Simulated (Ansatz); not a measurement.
# La3Hf: energy against volume and a worked fit

Symmetry: Pm-3m, No. 221, cubic system. The conventional cell has a = 5.045 Å, b = 5.045 Å, c = 5.045 Å, α = 90.00°, β = 90.00°, γ = 90.00°. Around Hf (site symmetry m-3m) lie 12 La at 3.57 Å. La (site symmetry 4/mmm) is surrounded by 4 Hf at 3.57 Å and 8 La at 3.57 Å.

The cell comes from a database or a generator and needn't be the stable form of this composition.

The cell was scaled at fixed shape and fractions and run with Ansatz, Ansatz PAW, cutoff 420 eV; PBE, k mesh 5 × 5 × 5 on the cell of 4 atoms, fermi-dirac occupations of 0.05 eV, no spin polarisation, no spin-orbit coupling. Energies are those that the program minimises, any entropy of the smearing included. For a metal such a mesh isn't converged to the digits shown.

```tsv
V (Å³/atom)	energy over the lowest row (meV/atom)
30.1777	15.003
30.8197	6.402
31.4618	1.500
32.1039	0.000
32.7460	?
33.3880	6.040
34.0301	13.039
```

Task: Fit the third-order Birch-Murnaghan form, give V0, B0 and B′, and predict the energy left open.

Result: With y = (V0/V)^(2/3), E = E0 + (9 V0 B0/16) [(y - 1)³ B′ + (y - 1)² (6 - 4y)]. Least squares through the rows shown give V0 = 32.0834 Å³/atom, E0 = 0.004 meV, B0 = 38.70 GPa (1 eV/Å³ = 160.218 GPa) and B′ = 3.57, with a largest miss of 0.008 meV. At V = 32.7460 the form with these constants gives 1.606 meV; the run gave 1.605 meV an atom.
